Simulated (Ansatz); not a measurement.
# Y: from a starting cell to a relaxed one

The start is a generated cell, Y built in the bcc structure type. A full variable-cell relaxation at zero pressure is run with r2SCAN (plane waves to 500 eV, PAW, scalar-relativistic; Ansatz, a program for electronic structure). First-step values are on the input's coarse k-mesh.

Ansatz input (later rounds restart from its end on a renewed k-mesh):
Ansatz 0.2 input:
```yaml
crystal:
  lattice:
    - [-2.022236, 2.022236, 2.022236]
    - [2.022236, -2.022236, 2.022236]
    - [2.022236, 2.022236, -2.022236]
  atoms:
    - { symbol: Y, position: [0, 0, 0] }
basis: { ecutwfc: 500, ecutrho_ratio: 4, xc_grid: 4, fft_grid_basis: typed }
kpoints: { mp_grid: { grid: [11, 11, 11] } }
hamiltonian:
  xc: r2scan
  dispersion: none
  pseudopotentials: { kind: paw }
scf: { occupations: { method: fermi_dirac, width: 0.05 } }
relax: { f_tol: 0.01, max_steps: 100, cell: { stress_tol: 0.02 } }
output: { forces: true, stress: true }
```

How does the volume per atom move from start to end?

+1.7 %, from 33.08 to 33.63 Å³/atom.

How do the shortest distances between atoms change?

The closest pairs of elements (up to four, under 3.6 Å), start → end: Y–Y 3.50 → 3.52 Å.

Give the final cell and atomic positions.


```cif
data_Y2
_chemical_formula_sum 'Y2'
_space_group_name_H-M_alt 'Im-3m'
_space_group_IT_number 229
_space_group_name_Hall '-I 4 2 3'
_cell_length_a 4.06673
_cell_length_b 4.06673
_cell_length_c 4.06673
_cell_angle_alpha 90.000
_cell_angle_beta 90.000
_cell_angle_gamma 90.000
loop_
_atom_site_label
_atom_site_type_symbol
_atom_site_symmetry_multiplicity
_atom_site_Wyckoff_symbol
_atom_site_fract_x
_atom_site_fract_y
_atom_site_fract_z
_atom_site_occupancy
Y1 Y 2 a 0.00000 0.00000 0.00000 1
```
(The calculation used a cell of 1 atom; values per cell refer to that cell.)

The space group stays Im-3m (No. 229) (the run could not lower it); the end is bcc (W type), with 1 atom in the primitive cell. Final values are on a 16×16×16 k-mesh of the relaxed cell. No spin polarisation in the result.

The run could not lower the symmetry of its start; a shaken copy of this end point relaxes with r2SCAN to P6₃/mmc (No. 194), 0.10 eV/atom lower.

This is a known allotrope of Y, reached from a generated start. Known forms of Y include space group No. 194.
